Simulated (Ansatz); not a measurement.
**BaMg2B2: rattling a relaxed structure**

It was reached by relaxing an invented guess, and it needn't be the stable form of this composition.

Computed with DFT PBE, scalar-relativistic, plane waves, PAW in Ansatz 0.2.0. Settings: cutoff 420 eV, Γ-centred mesh 10×10×10 on the computed 5-atom cell, Gaussian smearing of 0.10 eV; no spin polarisation.

The cell below (5 atoms, space group I4/mmm (No. 139)) is relaxed within its symmetry.

```
Ba Mg B
1.0
     0.00000    3.13814    4.64379
     3.13855    0.00000    4.64379
     3.13855    3.13814    0.00000
Ba Mg B
1 2 2
Direct
  0.00000 0.00000 0.00000
  0.25000 0.25000 0.25000
  0.75000 0.75000 0.75000
  0.58899 0.58899 0.41101
  0.41101 0.41101 0.58899
```

For the test a repeat of it with 10 atoms (edges 4.44, 5.60, 8.41 Å) was strained at random (σ = 1.5 % a component), the atoms were moved at random (σ = 0.15 Å), and all was relaxed again on a coarse 6×4×4 mesh (in the run’s order of axes) with 0.20 eV smearing, with no symmetry imposed.

Q: Is the structure stable against such a distortion?

A: It returns, within 1 meV/atom of the unmoved cell on that mesh and with the same symmetry when read at 0.1 Å (C2/m at 0.01 Å, so small strains and shifts remain). No instability shows in this cell; modes of other wave vectors, which need another repeat, aren't tested.
